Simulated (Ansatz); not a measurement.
Here is the system:

SnO:
```xyz
2
Lattice="0.0000 2.6877 2.6877 2.6877 0.0000 2.6877 2.6877 2.6877 0.0000" Properties=species:S:1:pos:R:3 pbc="T T T"
O      1.3439     1.3439     1.3439
Sn     0.0000     0.0000     0.0000
```

This is the PBEsol-relaxed structure.

### Question
All from DFT-PBEsol in the program Ansatz with PAW potentials, unless another level is named. Give the electronic character.

### Answer
metallic (no gap).

### Question
Next, the formation energy from the elements (no fitted shifts)?

### Answer
-0.78 eV/atom.

### Question
Predict the density of states at the Fermi level.

### Answer
0.24 states/eV per atom (mean over ±0.08 eV).

### Question
What about the gap with spin–orbit coupling?

### Answer
none (metallic).

Space group F-43m (zinc blende). The start of the workflow was typed in or built on a structure type; neither database checked (COD, Materials Project) lists it. It is not the phase usual at ambient conditions (space group No. 129). The PBEsol relaxation kept the symmetry of its start. At this level the phase is mechanically unstable. The volume moved by 16 % from the start of the relaxation. The references are the lowest solids computed at this level, not always the standard phases (solids in place of the gases). Scalar-relativistic: spin–orbit coupling is off unless named, which matters more the heavier the elements.

Potentials: the earlier of the program's two PAW sets. The files were generated under PBE; for other functionals the program regenerates the frozen cores, and for LDA and PBEsol the local potential too.
